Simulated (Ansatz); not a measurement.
# InB2As3 (ordering on zincblende) by several functionals

All numbers come from the plane-wave code Ansatz. The cell comes from a prototype generator: it can be a known phase or a hypothetical one. No magnetic order is allowed.

An ordered 6-atom cell of InB2As3 on the zincblende lattice (Imm2), relaxed with r2SCAN. Space group Imm2 (No. 44), orthorhombic; conventional cell a = 3.617 Å, b = 11.004 Å, c = 5.331 Å, 17.68 Å³ an atom. B is surrounded by 4 As at 2.10–2.16 Å; As is surrounded by 3 B at 2.10–2.16 Å and 1 In at 2.60 Å; In is surrounded by 4 As at 2.55–2.60 Å; As is surrounded by 2 B at 2.10 Å and 2 In at 2.55 Å.

```cif
data_structure
_symmetry_space_group_name_H-M 'Imm2'
_symmetry_Int_Tables_number 44
_cell_length_a 3.6167
_cell_length_b 11.0039
_cell_length_c 5.3312
_cell_angle_alpha 90.000
_cell_angle_beta 90.000
_cell_angle_gamma 90.000
_cell_volume 212.17
loop_
_atom_site_label
_atom_site_type_symbol
_atom_site_symmetry_multiplicity
_atom_site_Wyckoff_symbol
_atom_site_fract_x
_atom_site_fract_y
_atom_site_fract_z
_atom_site_occupancy
B1 B 4 d 0.50000 0.17328 0.50321 1
As1 As 4 d 0.00000 0.19320 0.28530 1
In1 In 2 a 0.00000 0.00000 0.00538 1
As2 As 2 b 0.50000 0.00000 0.66762 1
```

Relaxed lattice by functional, symmetry kept:

| functional | k mesh | a (Å) | b (Å) | c (Å) | volume (Å³/atom) |
| --- | --- | --- | --- | --- | --- |
| PBE | 8×8×8 | 3.638 | 11.068 | 5.368 | 18.01 |
| r2SCAN | 8×8×8 | 3.617 | 11.004 | 5.331 | 17.68 |

Gaps on the r2SCAN cell, each the least over its mesh and the special points:
```csv
level,k mesh,gap (eV),kind,edges,least direct gap (eV)
PBE,8×8×8,0.10,indirect,Γ → G₀–X (0.70),0.22
PBE+SOC,8×8×8,0.09,indirect,Γ → G₀–X (0.71),0.23
r2SCAN,8×8×8,0.35,indirect,Γ → G₀–X (0.71),0.50
HSE06,6×6×6,0.70,indirect,Γ → G₀–X (0.71),0.83
```
All runs use a smearing of 0.02 eV.
Wave cutoffs: 420 eV, 500 eV (r2SCAN).
Points off the special ones are mesh points or PBE's searched band edges, reused at the other levels. Gaps under 0.1 eV (PBE+SOC) can't be told from a closed one: the bands may be in normal order or already inverted, which a gap's size doesn't show.

HSE06 gives an indirect gap of 0.70 eV, from Γ to G₀–X (0.71 of the way from G₀); the least direct gap is 0.83 eV at X. Spin-orbit coupling changes the PBE gap by -0.010 eV, to 0.09 eV. With so small a gap spin-orbit coupling can invert the bands, which the size of the gap doesn't show: the edges may have crossed and parted again.

r2SCAN covers 42 % of the step from PBE to HSE06, while HSE06 needs about 12 times r2SCAN's rough cost (on a coarser mesh). Spin-orbit coupling moves the least or the direct gap by up to 0.02 eV, so it can be left out where a tenth of an eV counts. Among these functionals the gap stays indirect.

Only the levels marked +SOC include spin-orbit coupling.
